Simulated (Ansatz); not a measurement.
BP:
```yaml
crystal:
  lattice:
    - [6.21035, 0.00000, 0.00000]
    - [0.00000, 3.19268, 0.00000]
    - [0.00000, 0.00000, 5.32537]
  atoms:
    - { symbol: B, position: [0.16200, 0.25000, 0.39839] }
    - { symbol: B, position: [0.33800, 0.75000, 0.89839] }
    - { symbol: B, position: [0.83800, 0.75000, 0.60161] }
    - { symbol: B, position: [0.66200, 0.25000, 0.10161] }
    - { symbol: P, position: [0.83857, 0.25000, 0.39307] }
    - { symbol: P, position: [0.66143, 0.75000, 0.89307] }
    - { symbol: P, position: [0.16143, 0.75000, 0.60693] }
    - { symbol: P, position: [0.33857, 0.25000, 0.10693] }
```

x, y and z are the axes in which the lattice vectors are written.

### Question
Give the high-frequency dielectric tensor and the Born effective charge tensors of the independent atoms from DFPT, the program Ansatz at the LDA level (PAW).

### Answer

ε∞:
```
8.89  0.00  0.00
0.00  8.83  0.00
0.00  0.00  7.98
```
Z* of atom 1 (B), rows: field, columns: displacement, in e:
```
-0.40   0.00  -0.43
 0.00  -0.59   0.00
-0.18   0.00  -0.48
```
Z* of atom 5 (P), rows: field, columns: displacement, in e:
```
0.40  0.00  0.65
0.00  0.59  0.00
0.45  0.00  0.48
```

Space group Pnma. The start of the workflow was typed in or built on a structure type; neither database checked (COD, Materials Project) lists it. It is not the phase usual at ambient conditions (space group No. 216). Symmetry was held in the LDA relaxation; whether a distortion lowers the energy is not shown. The volume moved by 22 % from the start of the relaxation.

Potentials: the later of the program's two PAW sets.
